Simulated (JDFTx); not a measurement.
Ir(100) slab cut from bulk Ir (space group Fm-3m, indices of the conventional cell, lattice of the Materials Project entry mp-101, not re-optimised): 4 atoms in 4 planes, a 1x1 cell of 7.43 Å² (|a| = 2.725, |b| = 2.725 Å), 5.7 Å between the outermost planes, cell height 21.8 Å, 8×8×1 k mesh, Fermi smearing 0.01 Ha, no spin polarisation.

Final geometry:
```
Ir(100)
1.0
    2.7251     0.0000     0.0000
    0.0000     2.7251     0.0000
    0.0000     0.0000    21.8000
Ir
4
Cartesian
  1.3626   1.3626   8.0647
  0.0000   0.0000   9.9365
  1.3626   1.3626  11.8635
  0.0000   0.0000  13.7353
```

Computed with a modified build of JDFTx: PBE, GBRV ultrasoft potentials, plane waves to 20/100 Ha. Liquid on both sides: linear PCM (GLSSA13), water, 2 M KCl; nuclei fixed, outer atoms relaxed in vacuum. U vs SHE = −μ/e − 4.44 V throughout (conventional absolute potential of the hydrogen electrode). The model has bare, unreconstructed faces and no explicit solvent. Convergence in thickness and k mesh wasn't tested for this slab.

### Question
Predict the potential of zero charge and the surface charge against electrode potential.

### Answer
The potential of zero charge is 0.82 V vs SHE.

| U (V vs SHE) | μ (eV) | excess electrons per cell | σ (μC/cm², per face) | run |
|---|---|---|---|---|
| 0.10 | -4.54 | 0.093 | -10.0 | fixed potential |
| 0.55 | -4.99 | 0.037 | -4.0 | fixed charge |
| 0.82 | -5.26 | 0.000 | 0.0 | neutral |
| 1.10 | -5.54 | -0.042 | 4.5 | fixed potential |
| 1.30 | -5.74 | -0.075 | 8.0 | fixed potential |
| 1.50 | -5.94 | -0.110 | 11.8 | fixed potential |
| 1.70 | -6.14 | -0.147 | 15.9 | fixed potential |
